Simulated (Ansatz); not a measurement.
VIr:
```yaml
crystal:
  lattice:
    - [2.71804, 0.00000, 0.00000]
    - [0.00000, 2.71804, 0.00000]
    - [0.00000, 0.00000, 3.63991]
  atoms:
    - { symbol: Ir, position: [0.00000, 0.00000, 0.00000] }
    - { symbol: V, position: [0.50000, 0.50000, 0.50000] }
```

Relaxed with PBEsol. Special points in fractions of this cell's reciprocal vectors: Γ (0.000, 0.000, 0.000); X (0.000, 0.500, 0.000); M (0.500, 0.500, 0.000); Z (0.000, 0.000, 0.500); R (0.000, 0.500, 0.500); A (0.500, 0.500, 0.500).

List the band energies nearest the Fermi level at these points for DFT-PBEsol in the program Ansatz with PAW potentials.

In eV from the Fermi level; about four levels below and three above (degenerate sets whole), none deeper than 8.9 eV; points with the same levels are listed once.

```tsv
k	below	above
Γ	-2.14 -2.14 -0.62 -0.08	1.22 2.58 2.97 2.97
X	-1.88 -1.32 -1.22 -0.69	0.62 1.31 3.53
M	-6.59 -5.48 -5.24 -5.24	2.04 2.18 2.51 2.51
Z	-1.85 -1.74 -1.27 -1.27	0.32 0.49 0.89 0.89
R	-2.73 -2.45 -2.20 -0.32	0.17 0.39 1.89
A	-2.67 -1.62 -1.62 -0.83	1.28 2.05 3.05
```

Space group P4/mmm (L1₀ or tetragonal B2). The workflow started from an entry of the Crystallography Open Database (COD), which files this formula under 2 space groups. Its standing as an ambient phase is unchecked. The PBEsol relaxation kept the symmetry of its start; whether a distortion lowers the energy is not shown. The workflow began spin-polarised and lost its moments. Spin–orbit coupling is left out wherever it is not named.

Potentials: the later of the program's two PAW sets.
